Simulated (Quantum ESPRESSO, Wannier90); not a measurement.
**Wannierisation of PbIF (P4/nmm)**

```yaml
crystal:
  lattice:
    - [4.23585, 0.00000, 0.00000]
    - [0.00000, 4.23585, 0.00000]
    - [0.00000, 0.00000, 9.45970]
  atoms:
    - { symbol: Pb, position: [0.00000, 0.50000, 0.84273] }
    - { symbol: Pb, position: [0.50000, 0.00000, 0.15727] }
    - { symbol: I, position: [0.50000, 0.00000, 0.67183] }
    - { symbol: I, position: [0.00000, 0.50000, 0.32817] }
    - { symbol: F, position: [0.00000, 0.00000, 0.00000] }
    - { symbol: F, position: [0.50000, 0.50000, 0.00000] }
```

Structure: Materials Project mp-22969, symmetrised, not relaxed again. COD (Crystallography Open Database) has an entry of this formula and space group (matched by these alone). Level: PBEsol, no spin polarisation, no spin-orbit coupling; pw.x of Quantum ESPRESSO at 68 Ry with PseudoDojo potentials, 4×4×4 k-points, Wannier90. Density: 8×8×4 mesh, cold smearing 0.01 Ry. Spin-orbit coupling is left out although heavy elements are present.

Energies are relative to the valence-band maximum.

**Bands.** A Kohn-Sham gap of 1.97 eV opens above band 28. 5 filled groups are cut off by gaps; the highest, bands 17–28, spans -4.65 to 0.00 eV and is F 2p 43 %, I 5p 43 %, Pb 6p 9 %.

**Valence functions.** The best of several starts gives 18 functions with Ω_total = 24.63 Å², 87 % of it gauge-invariant: 8 of 0.64 Å² at 0.32 Å from F; 4 of 2.06 Å² at 0.67 Å from I; 2 of 1.77 Å² at 0.53 Å from I; 2 of 2.04 Å² at 0.68 Å from I; and further kinds.

**Model.** 24 functions (Pb sp, I sp, F sp) from bands 1-2,13-47, frozen to 3.47 eV, reach Ω_I = 26.99 Å² and follow pw.x to 6.8 meV rms (states up to 3.0 eV relative to the valence-band maximum). Bands 3–12 (Pb 5d 100 %) lie between the kept ones and are excluded.

**Outer window.** The setting "outer window to 10.49 eV" raises Ω_I to 27.94 Å², as fewer states are left to mix in, and the misfit goes to 6.3 meV.

**Stops.** With the frozen window to 7.47 eV the program stops (More states in the frozen window than target WFs).
